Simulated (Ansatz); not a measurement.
Ansatz (an electronic-structure program) input:

Ansatz 0.2 input:
```yaml
crystal:
  lattice:
    - [4.1576805706, 0.0, 0.0]
    - [-2.0788402853, 3.6006569949, 0.0]
    - [0.0, 0.0, 6.7776624557]
  atoms:
    - { symbol: Hg, position: [0.6666666667, 0.3333333333, 0.4991040917] }
    - { symbol: Hg, position: [0.3333333333, 0.6666666667, 0.9991040917] }
    - { symbol: S, position: [0.6666666667, 0.3333333333, 0.8758959083] }
    - { symbol: S, position: [0.3333333333, 0.6666666667, 0.3758959083] }
kpoints:
  mp_grid: { grid: [11, 11, 6] }
basis: { xc_grid: 2 }
hamiltonian:
  xc: pbesol
  pseudopotentials: { kind: paw }
scf:
  occupations: { method: gaussian, width: 0.05 }
checkpoint: { read: metal.run }
output: { bader: true, populations: true }
```

Output (shortened):

```
Pseudopotential: Hg, paw, valence charge 20
Pseudopotential: S, paw, valence charge 6
Functional definition: PBEsol
Crystal: 4 atoms, lattice volume = 101.464 Å³
Basis set: ecut = 420 eV, 1973 PW (Γ), exchange–correlation on 60×60×96 points (8 copies of the dense FFT grid, shifted against one another)
Bands: 32, of which v1, the nominal top of the filled ones, is band 26 counted from 1 (25 counted from 0)
Symmetry: 12 space group operations
Space group: P63mc (ITA 186), of the structure as read, at distance tolerance 4.7e-5 Å
k-points: 64 of 726 (time reversal used)
Stability of the state it starts from, as read at its close in the unpolarized treatment …
iter 1 solved again at ethr=1.63e-7 eV; its pass at ethr=3.10e-3 eV (dr2=8.46e-5 eV) is discarded
SCF iter   1: F=—  HF=-29106.544668 eV  |F-HF|=—  |Δ(HF+E_count)|=         —  Δρ=3.18e-7  dr2=1.21e-10  ethr=1.63e-7  ⟨swp⟩=3.0  Hψ=13681  notcnv=0
preconditioner: auto → Resta (q_TF=auto, 2.441 Å⁻¹)
SCF iter   2: F=-29106.544668 eV  HF=-29106.544668 eV  |F-HF|=2.91e-11  |Δ(HF+E_count)|=   2.05e-8  Δρ=2.46e-7  dr2=7.77e-11  ethr=1.00e-12  ⟨swp⟩=6.5  Hψ=8434  notcnv=0
SCF 1 converged in 2 iterations: F = -29106.544668 eV  dr2 = 7.77e-11
SCF converged after 2 iterations
Free energy (F): -29106.544668 eV
Harris-Foulkes:  -29106.544668 eV  (|F-HF|=2.91e-11)
Internal energy: -29106.544559 eV  (E = F + TS)
E sigma→0 (E₀):  -29106.544613 eV
Entropy (-TS):   -0.000109 eV (-0.027 meV/atom)
Fermi energy:    8.021586 eV
--- Per-component energies (eV) ---
  E_band       = -1001.340086
  E_kinetic    = 1417.591427
  E_local      = -6908.100502  (includes V_loc(G=0)·N_el)
  E_nonlocal   = 211.022862
  E_hartree    = 2933.809116
  E_xc         = -627.953670
  E_vxc        = -695.299993  (∫ρ·V_xc dr)
  E_paw        = -20768.620964  (= ΣΔE_a)
  E_vpaw       = -894.174440  (= ΣTr[D̂ρ^β])
  E_aug_tail   = 0.001819  (compensation charges beyond the density's cutoff)
  E_ewald      = -5365.075849
  E_core_change = 0.781201  (= ΣΔE_core)
  E_smearing   = -0.000109  (= −TS)
  E_closure    =  0.000000  (closes the sum)
  Σ components = -29106.544668   (vs F -29106.544668, Δ=0.00e0)
  [band-id]    e_kinetic+e_local+e_nonlocal+2·e_hartree+e_vxc+e_vpaw+e_augmentation_tail = -1001.340593   (vs E_band -1001.340086, Δ=-5.08e-4)
--- Band table (eV; the first three rows and the last of 64) ---
  k-point 0: bands = ["-106.2314", "-106.2314", "-54.6491", "-54.6491", "-54.6489", "-54.6489", "-54.6461", "-54.6452", "-5.1889", "-4.6426", "0.9983", "0.9983", "1.0012", "1.1423", "1.1423", "1.7945", "1.7945", "1.9611", "1.9611", "2.2866", "2.5452", …
  k-point 1: bands = ["-106.2314", "-106.2314", "-54.6490", "-54.6490", "-54.6489", "-54.6489", "-54.6460", "-54.6453", "-5.1533", "-4.6798", "1.0047", "1.0050", "1.0050", "1.1295", "1.1295", "1.7884", "1.8083", "1.8083", "1.9528", "1.9528", "3.2178", …
  k-point 2: bands = ["-106.2314", "-106.2314", "-54.6490", "-54.6490", "-54.6489", "-54.6489", "-54.6458", "-54.6454", "-5.0551", "-4.7813", "1.0254", "1.0254", "1.0341", "1.0970", "1.0970", "1.3748", "1.8441", "1.8441", "1.9279", "1.9279", "4.1210", …
  k-point 63: bands = ["-106.2314", "-106.2314", "-54.6495", "-54.6495", "-54.6494", "-54.6494", "-54.6456", "-54.6456", "-4.5043", "-4.5043", "1.2641", "1.2641", "1.3463", "1.3463", "1.6453", "1.6453", "1.8338", "1.8338", "2.4370", "2.4370", "2.9847", …
--- Löwdin populations: 4 sites ---
  site symbol       q [e]
     0     Hg     18.8840
     1     Hg     18.8840
     2      S      6.8852
     3      S      6.8852
  spilling = 0.008880 (of n_electrons = 52.000000)
--- Bader charges: 4 sites ---
  site symbol  charge [e]  shift [e]
     0     Hg      0.5044     0.0036
     1     Hg      0.5043     0.0036
     2      S     -0.5043     0.0036
     3      S     -0.5044     0.0036
  shift: an alarm, by how much a part of what the PAW files miss would move the charge. Where it is large, compare
  with a run on PAW files of another source; a small one proves nothing
  estimated error of the sums over rays = 1.9e-4 e
```

Cost: very roughly 80 core-seconds on shared cores.

Space group P6_3mc (wurtzite). The workflow started from a Materials Project entry (that database holds measured and hypothetical structures alike); the Crystallography Open Database copy checked does not list it. COD files the formula under space group No. 152, 154, 166, 216, so this cell is another polymorph or a model. Its standing as an ambient phase is unchecked. The cell was relaxed with PBEsol under the symmetry of its start; its stability against distortions is not shown here. Spin–orbit coupling is left out wherever it is not named.

Potentials: the later of the program's two PAW sets.

Ansatz is a plane-wave DFT program.
